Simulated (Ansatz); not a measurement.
Li$_{3}$BrO (anti-perovskite, Pm-3m), the program Ansatz at the PBEsol level (PAW). The conduction-band minimum lies at M, with 3 equivalent valleys. Second derivatives d²E/dk² of the lowest band at one valley (eV·Å²), along Cartesian directions:

```tsv
direction	d²E/dk²
[100]	37.19
[010]	10.81
[001]	10.81
[110]	24.00
[101]	24.00
[011]	10.80
```

Find the principal effective masses, the density-of-states mass and the conductivity mass.

Off-diagonal terms follow from H_xy = H[110] − (H_xx + H_yy)/2, and m*/mₑ = 7.620 eV·Å² over each eigenvalue: 0.20, 0.70, 0.71. One valley's DOS mass (m₁m₂m₃)^(1/3) = 0.47, conductivity mass 3/(Σ 1/mᵢ) = 0.39 mₑ.

What effective density of states Nc follows at 300 K for parabolic valleys?

Nc = 2.509e19 × 3 × (0.47)^(3/2) ≈ 2.4e19 cm⁻³.

The first step of the workflow began from a Materials Project structure, measured or hypothetical; the Crystallography Open Database files this formula in space group No. 221, but the cells were not matched. Its standing as an ambient phase is unchecked. Symmetry was held in the PBEsol relaxation; whether a distortion lowers the energy is not shown. Scalar-relativistic: spin–orbit coupling is off unless named, which matters more the heavier the elements.

Potentials: the later of the program's two PAW sets.

Edges and masses are those of Kohn–Sham bands, whose gap is no quasiparticle gap.
